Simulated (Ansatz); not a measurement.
Kick test of a cell of AlGa3As4

It was reached by relaxing an invented guess, and it needn't be the stable form of this composition.

Method: DFT PBE, scalar-relativistic, plane waves, PAW in Ansatz 0.2.0. Cutoff 420 eV; k points 10×10×4 on the computed 8-atom cell (Γ-centred); Gaussian smearing, width 0.02 eV; no spin polarisation.

The cell below (8 atoms, space group P-4m2 (No. 115)) is relaxed within its symmetry.

```cif
data_structure
_symmetry_space_group_name_H-M 'P 1'
_symmetry_Int_Tables_number 1
_cell_length_a 4.0610
_cell_length_b 4.0610
_cell_length_c 11.4757
_cell_angle_alpha 90.000
_cell_angle_beta 90.000
_cell_angle_gamma 90.000
_cell_volume 189.25
loop_
_atom_site_label
_atom_site_type_symbol
_atom_site_fract_x
_atom_site_fract_y
_atom_site_fract_z
_atom_site_occupancy
Al1 Al 0.00000 0.00000 0.00000 1
Ga1 Ga 0.50000 0.50000 0.24975 1
Ga2 Ga 0.00000 0.00000 0.50000 1
Ga3 Ga 0.50000 0.50000 0.75025 1
As1 As 0.50000 0.00000 0.12410 1
As2 As 0.00000 0.50000 0.37489 1
As3 As 0.50000 0.00000 0.62511 1
As4 As 0.00000 0.50000 0.87590 1
```

For the test it was strained at random (σ = 1.5 % a component), the atoms were moved at random (σ = 0.10 Å), and all was relaxed again on a coarse 4×4×1 mesh (in the run’s order of axes) with 0.10 eV smearing, with no symmetry imposed.

Question: Is the structure stable against such a distortion?

Answer: It returns, within 1 meV/atom of the unmoved cell on that mesh and with the same symmetry when read at 0.1 Å (Pm at 0.01 Å, so small strains and shifts remain). So it is stable against the distortions that fit this cell and that this random move excites. Modes that don't fit the cell aren't tested.
